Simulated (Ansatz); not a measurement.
**Notes on YSi2Os2**

```
CELL_PARAMETERS angstrom
0.00000 4.20091 0.00000
4.20091 0.00000 0.00000
2.10046 2.10046 -4.92216
ATOMIC_POSITIONS crystal
Y 0.00000 0.00000 0.00000
Os 0.75000 0.25000 0.50000
Os 0.25000 0.75000 0.50000
Si 0.37500 0.37500 0.25000
Si 0.62500 0.62500 0.75000
```

Level: r2SCAN, no spin polarisation; 500 eV; 7×7×7 Γ-centred mesh; methfessel-paxton occupations (width 0.0772 eV); Ansatz 0.2.0, fixed geometry.

Task: What does the stress say?

Result: The pressure is -8.9 GPa (compression positive), so with the atoms held at these fractions the cell would first shrink; the forces are large, so a full relaxation may end otherwise.

Task: Give the Bader charges.

Result: Bader charges in e: Y +1.82, Si +0.40, Os -1.31. In the mean Y gives up most and Os takes most.

Task: Where is the largest force?

Result: The largest is on Si4 (and as large on other atoms): 1.10 eV/Å, components (0.00, 0.00, -1.10). It makes 60° with the line to a nearest neighbour, Os2 at 2.43 Å.

Task: What happens at the Fermi level?

Result: It is a metal, with about 3.3 states/eV a cell as the mean within 0.25 eV of the Fermi level, mostly Os d (58 %) and Y d (21 %).

Origin: a database entry at a rescaled volume.
